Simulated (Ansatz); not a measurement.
This run works on a generated trial structure, not on a known crystal.

Input and command of a plane-wave DFT calculation in Ansatz:

```yaml
crystal:
  lattice:
    - [4.54210878, 0.0, 0.0]
    - [0.0, 4.54210878, 0.0]
    - [0.0, 0.0, 12.73201092]
  atoms:
    - { symbol: Ga, position: [0.0, 0.0, 0.75397915] }
    - { symbol: Ga, position: [0.5, 0.5, 0.5] }
    - { symbol: Ga, position: [0.0, 0.0, 0.24602085] }
    - { symbol: Sb, position: [0.5, 0.5, 0.0] }
    - { symbol: Se, position: [0.0, 0.5, 0.37271854] }
    - { symbol: Se, position: [0.5, 0.0, 0.11987138] }
    - { symbol: Se, position: [0.0, 0.5, 0.88012862] }
    - { symbol: Se, position: [0.5, 0.0, 0.62728146] }
basis:
  ecutwfc: 420
kpoints:
  mp_grid: { grid: [3, 3, 1] }
hamiltonian:
  xc: pbe
scf:
  occupations: { method: gaussian, width: 0.15 }
  lower_state_search: "off"
output:
  forces: true
  stress: true
  eigenvalues: true
relax:
  adjacent_minimum: "off"
  f_tol: 0.08
  max_steps: 16
  cell: { stress_tol: 0.8 }
```

```bash
ansatz run input.yaml --threads 1 --pin off --max-ram 2560MiB --backend cpu --events-out ev --progress --plain --runs-dir out
```

Processor: Arm Neoverse V1, 1 thread, on a host shared with other jobs.

Problem. How long does it run, and how much memory does it take?

Solution. About 78 s, peak memory 0.49 GiB. It solves 71 bands at 3 k points (after reduction by symmetry) with about 4575 plane waves (on the last cell), in 92 SCF iterations over 11 ionic steps.
